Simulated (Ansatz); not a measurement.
Computed properties of BN

BN:
```xyz
6
Lattice="2.5969 0.0000 0.0000 -1.2985 2.2490 0.0000 0.0000 0.0000 5.8238" Properties=species:S:1:pos:R:3 pbc="T T T"
B      1.2985     0.0000     2.9119
B     -0.6492     1.1245     0.9706
B      0.6492     1.1245     4.8532
N      1.2985     0.0000     0.0000
N     -0.6492     1.1245     3.8825
N      0.6492     1.1245     1.9413
```

Space group P6_222 (No. 180); conventional cell a = 2.5969 Å, b = 2.5969 Å, c = 5.8238 Å, α = 90.00°, β = 90.00°, γ = 120.00°.

Method: r²SCAN+D4 (plane waves, PAW; program Ansatz). The cell and atoms are relaxed at this level. Other levels are named where they apply.

**Cell and energy**

```
Quantity                                                      Result
-----------------------------------------------------  -------------
Volume per atom                                              5.67 Å³
Density                                                   3.63 g/cm³
Formation energy from the elements (no fitted shifts)  -0.36 eV/atom
```

**Electronic structure**

```
Item                                                                    Result
----------------------------------------  ------------------------------------
Band gap                                                    4.26 eV (indirect)
Valence-band maximum                                                      at Γ
Conduction-band minimum                            at M (3 equivalent valleys)
Smallest direct gap on the standard path                               6.89 eV
Hole effective mass                       0.38, 3.0, 3.0 mₑ (principal values)
HSE06 gap on the r²SCAN+D4 cell                                        5.03 eV
```

**Mechanics**

```
Property                                                                                                      Result
-----------------------------------------------------------  -------------------------------------------------------
Bulk modulus (Birch–Murnaghan fit)                                                                           396 GPa
Pressure derivative B′                                                                                           3.0
Elastic constants (relaxed ions, GPa)                        C11 = 908, C12 = 156, C13 = 84.6, C33 = 1050, C44 = 328
Mechanical stability                                                          stable (all eigenvalues of C positive)
Hill bulk and shear moduli                                                                           391 and 373 GPa
Young's modulus                                                                                              848 GPa
Poisson's ratio                                                                                                 0.14
Debye temperature from the elastic constants                                                                  1850 K
Piezoelectric stress constants (proper, relaxed ions, C/m²)                                  e14 = -0.05, e25 = 0.05
```

**Charges**

```
Property                    Value
-------------  ------------------
Bader charges  B +2.19, N -2.19 e
```

The start of the workflow was typed in or built on a structure type; neither database checked (COD, Materials Project) lists it. It is not the phase usual at ambient conditions (space group No. 186, 194, 216). The cell was relaxed with r²SCAN+D4 under the symmetry of its start; its stability against distortions is not shown here. Signs of piezoelectric constants follow the polarity of the cell as given. The references are the lowest solids computed at this level, not always the standard phases (solids in place of the gases).

Potentials: the later of the program's two PAW sets.
